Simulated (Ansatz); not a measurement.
SiO₂:
```
SiO2
1.0
    4.94791     0.00000     0.00000
   -2.47396     4.28502     0.00000
    0.00000     0.00000     5.44078
Si O
3 6
Cartesian
  2.32712   0.00000   3.62719
 -1.16356   2.01534   1.81359
  1.31040   2.26968   0.00000
  1.38061   1.14405   4.27365
  3.26683   0.62362   2.46006
  2.77443   2.51735   0.64646
  0.30047   1.76767   1.16713
 -1.09334   3.14097   2.98073
  0.79287   3.66140   4.79432
```

Relaxed with PBEsol. Independent-particle spectrum: no excitons, no local fields, no scissors shift; 0.1 eV broadening; ε₁ of the summed bands alone.

Problem. Tabulate the dielectric function from DFT-PBEsol in the program Ansatz with PAW potentials.

Solution. 

```csv
E (eV),ε₁ xx,ε₂ xx,ε₁ zz,ε₂ zz
0.0,2.46,0.00,2.47,0.00
0.5,2.46,0.00,2.48,0.00
1.0,2.47,0.00,2.48,0.00
1.5,2.48,0.00,2.50,0.00
2.0,2.50,0.00,2.52,0.00
2.5,2.52,0.00,2.54,0.00
3.0,2.56,0.00,2.58,0.00
3.5,2.60,0.00,2.62,0.00
4.0,2.65,0.00,2.67,0.00
4.5,2.71,0.00,2.74,0.00
5.0,2.79,0.00,2.82,0.00
5.5,2.90,0.00,2.93,0.00
6.0,3.04,0.00,3.07,0.00
6.5,3.23,0.01,3.27,0.00
7.0,3.56,0.04,3.63,0.02
7.5,3.90,0.48,3.99,0.51
8.0,4.02,0.79,4.13,0.82
8.5,4.29,1.13,4.50,1.20
9.0,4.68,2.12,5.25,3.19
9.5,3.86,2.91,3.19,3.59
10.0,2.99,3.90,1.95,2.46
10.5,2.08,3.26,2.58,2.64
11.0,1.72,2.52,1.83,2.33
11.5,2.08,2.16,2.56,3.32
12.0,1.74,2.88,1.48,2.33
```

With all bands, ε∞ without local fields is 2.61 (xx = yy), 2.62 (zz). DFPT, with local fields, gives 2.49 (xx = yy), 2.52 (zz).

Space group P3_221. Symmetry was held in the PBEsol relaxation.

Potentials: the later of the program's two PAW sets.
